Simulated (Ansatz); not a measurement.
## Ru (hcp)

Computed with Ansatz (plane waves, PAW, 420 eV cutoff): PBE, scalar-relativistic, no spin polarisation, Γ-centred 18×18×10 mesh, 0.05 eV Gaussian smearing; PAW files: Ansatz's generated set soft_2.

```
Ru
1.0
     2.71953    0.00000    0.00000
    -1.35977    2.35519    0.00000
     0.00000    0.00000    4.29785
Ru
2
Direct
  0.33333 0.66667 0.75000
  0.66667 0.33333 0.25000
```

Cell and atoms are those of this level's equilibrium.

```
Space group                          : P6_3/mmc (No. 194)
Volume                               : 13.76 Å³/atom
Band gap                             : zero (metallic)
Density of states at the Fermi level : 0.85 states/(eV·atom)
```

**What was measured.** A cell as deposited of hexagonal Ru (space group P6_3/mmc), temperature not stated, from the Crystallography Open Database (1998), has a, c = 2.706, 4.282 Å and 13.57 Å³/atom.

**Against experiment.** PBE gives 2.720, 4.298 Å and 13.76 Å³/atom, +1.4 % in volume (+0.5 % in length) from the database's cell. PBE usually overestimates volumes by a few per cent.
